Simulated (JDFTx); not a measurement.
Reference run:

| Quantity | Result |
|---|---|
| surface | W(100) |
| bulk | W, Im-3m, lattice of mp-91 (not re-optimised) |
| slab | 5 atoms in 5 planes, 1x1, 6.3 Å between the outermost planes |
| in-plane cell | 3.170 × 3.170 Å, 10.05 Å² |
| cell height | 22.3 Å |
| sampling | 8×8×1 k mesh, Fermi smearing 0.01 Ha, no spin polarisation |

The reference is PBE, GBRV ultrasoft potentials, plane waves to 20/100 Ha; code: JDFTx (a modified build). Unrelaxed; liquid: CANDLE, water, 1 M NaF. Potentials refer to SHE, placed 4.44 V below the bulk liquid's zero by convention.

```json
[
 {"Fermi smearing width": "0.02 Ha", "work function (eV)": "?", "U_pzc (V)": "?", "mean C above U_pzc (μF/cm²)": "25 over 0.5 V", "k states × plane waves": "15 × 6463", "cycles, vacuum run": "21", "rough core time, vacuum run": "10 min"},
 {"Fermi smearing width": "0.01 Ha", "work function (eV)": "4.26", "U_pzc (V)": "-0.66", "mean C above U_pzc (μF/cm²)": "31 over 0.5 V", "k states × plane waves": "15 × 6463", "cycles, vacuum run": "21", "rough core time, vacuum run": "10 min"},
 {"Fermi smearing width": "0.005 Ha", "work function (eV)": "4.23", "U_pzc (V)": "-0.70", "mean C above U_pzc (μF/cm²)": "37 over 0.5 V", "k states × plane waves": "15 × 6463", "cycles, vacuum run": "21", "rough core time, vacuum run": "10 min"},
 {"Fermi smearing width": "0.003 Ha", "work function (eV)": "4.24", "U_pzc (V)": "-0.69", "mean C above U_pzc (μF/cm²)": "–", "k states × plane waves": "15 × 6463", "cycles, vacuum run": "21", "rough core time, vacuum run": "10 min"}
]
```

Q: Some entries are withheld; supply them.

A: 
- 0.02 Ha, work function (eV): 4.45
- 0.02 Ha, U_pzc (V): -0.46

Core times come from shared machines and are rough, one run each.
